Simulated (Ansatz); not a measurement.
BeS:
```cif
data_Be4S4
_chemical_formula_sum 'S4 Be4'
_space_group_name_H-M_alt 'Fm-3m'
_space_group_IT_number 225
_space_group_name_Hall '-F 4 2 3'
_cell_length_a 4.63427
_cell_length_b 4.63427
_cell_length_c 4.63427
_cell_angle_alpha 90.000
_cell_angle_beta 90.000
_cell_angle_gamma 90.000
loop_
_atom_site_label
_atom_site_type_symbol
_atom_site_symmetry_multiplicity
_atom_site_Wyckoff_symbol
_atom_site_fract_x
_atom_site_fract_y
_atom_site_fract_z
_atom_site_occupancy
S1 S 4 a 0.00000 0.00000 0.00000 1
Be1 Be 4 b 0.50000 0.50000 0.50000 1
```
(The calculation used a cell of 2 atoms; values per cell refer to that cell.)

Relaxed with r²SCAN. DFT-r²SCAN in the program Ansatz with PAW potentials gives a gap of 1.33 eV.

Task: What gap does HSE06 give on the same cell (Ansatz, PAW)?

Result: 1.73 eV, 0.40 eV more. The hybrid was solved on a coarser mesh and at special points; its gap is the smallest among all of these.

```tsv
k	v1 r²SCAN	c1 r²SCAN	v1 HSE06	c1 HSE06
Γ	-0.28	6.20	(withheld)	(withheld)
X	-3.27	1.33	-3.48	1.73
L	-0.55	4.45	(withheld)	(withheld)
W	-4.06	5.35	(withheld)	(withheld)
K	-2.56	2.68	(withheld)	(withheld)
```

Task: Top valence (v1) and lowest conduction level (c1) in eV from each method's valence maximum (which need not be a listed point): supply the withheld HSE06 values.

Result: 
- K, v1 HSE06: -2.71
- K, c1 HSE06: 3.10
- L, v1 HSE06: -0.57
- L, c1 HSE06: 4.93
- W, v1 HSE06: -4.28
- W, c1 HSE06: 5.93
- Γ, v1 HSE06: -0.34
- Γ, c1 HSE06: 6.42

Cost on shared cores: the r²SCAN run (SCF on a 10×10×10 mesh, then bands and DOS) about 9 core-seconds (a rough figure), the HSE06 run (SCF on 8×8×8, then a few points) roughly 60 core-seconds; the tasks are unlike.

The cell is a constructed one: a structure type filled with these elements; neither database checked (COD, Materials Project) lists it. COD files the formula under space group No. 216, so this cell is another polymorph or a model. Its standing as an ambient phase is unchecked. The r²SCAN relaxation kept the symmetry of its start. At this level the phase is dynamically unstable (imaginary phonons).

Potentials: the later of the program's two PAW sets.
